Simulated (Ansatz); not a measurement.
Ge2Sb2TeSe4:
```yaml
crystal:
  lattice:
    - [3.99634, 0.00000, 0.00000]
    - [-1.99817, 3.46093, 0.00000]
    - [0.00000, 0.00000, 17.15648]
  atoms:
    - { symbol: Ge, position: [0.00000, 0.00000, 0.34238] }
    - { symbol: Ge, position: [0.00000, 0.00000, 0.65762] }
    - { symbol: Sb, position: [0.33333, 0.66667, 0.12321] }
    - { symbol: Sb, position: [0.66667, 0.33333, 0.87679] }
    - { symbol: Te, position: [0.00000, 0.00000, 0.00000] }
    - { symbol: Se, position: [0.33333, 0.66667, 0.78500] }
    - { symbol: Se, position: [0.66667, 0.33333, 0.21500] }
    - { symbol: Se, position: [0.33333, 0.66667, 0.41493] }
    - { symbol: Se, position: [0.66667, 0.33333, 0.58507] }
```

Relaxed with r²SCAN+D4. Special points in fractions of this cell's reciprocal vectors: Γ (0.000, 0.000, 0.000); M (0.500, 0.000, 0.000); K (0.333, 0.333, 0.000); A (0.000, 0.000, 0.500); L (0.500, 0.000, 0.500); H (0.333, 0.333, 0.500).

Task: List the band energies nearest the Fermi level at these points for DFT-r²SCAN+D4 with spin–orbit coupling in the program Ansatz with PAW potentials.

Result: In eV from the Fermi level; about four levels below and three above (degenerate sets whole), none deeper than 8.9 eV; points with the same levels are listed once.

```json
[
 {"k": "Γ", "below": "-1.17 -1.17 -0.06 -0.06", "above": "0.11 0.11 0.48 0.48"},
 {"k": "M", "below": "-1.37 -1.37 -1.12 -1.12", "above": "0.19 0.19 0.77 0.77"},
 {"k": "K", "below": "-1.76 -1.76 -1.18 -1.18", "above": "0.82 0.82 0.87 0.87"},
 {"k": "A", "below": "-0.98 -0.98 -0.06 -0.06", "above": "0.10 0.10 0.48 0.48"},
 {"k": "L", "below": "-2.07 -2.07 -0.64 -0.64", "above": "0.03 0.03 0.82 0.82"},
 {"k": "H", "below": "-1.86 -1.86 -1.62 -1.62", "above": "1.00 1.00 1.07 1.07"}
]
```

Space group P-3m1. The start of the workflow was typed in or built on a structure type; neither database checked (COD, Materials Project) lists it. Its standing as an ambient phase is unchecked. The r²SCAN+D4 relaxation kept the symmetry of its start; its stability against distortions is not shown here.

Potentials: the earlier of the program's two PAW sets.
